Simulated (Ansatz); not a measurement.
SnS in space group Pnma (No. 62; Sn on 4c, S on 4c) at seven volumes, DFT-LDA in the program Ansatz with PAW potentials, shape and atoms relaxed at each. One row is withheld.

```tsv
V (Å³/atom)	P (GPa)
20.686	?
21.368	3.27
22.050	1.46
22.732	0.00
23.414	-1.16
24.096	-2.04
24.778	-2.71
```

Question: Fit the shown pressures and predict the withheld one.

Answer: P = (3/2)B₀(x^(7/2) − x^(5/2))[1 + (3/4)(B′ − 4)(x − 1)] with x = (V₀/V)^(2/3). Least squares on the six rows gives V₀ = 22.729 Å³/atom, B₀ = 42.8 GPa, B′ = 7.01. At V = 20.686, x = 1.0648 and P = 5.58 GPa. The run itself gave 5.49 GPa.

The LDA relaxation kept the symmetry of its start. A crystal of weakly bound layers computed without a dispersion correction: the cell and the soft elastic constants depend strongly on that. Spin–orbit coupling is left out wherever it is not named.

Potentials: the later of the program's two PAW sets.
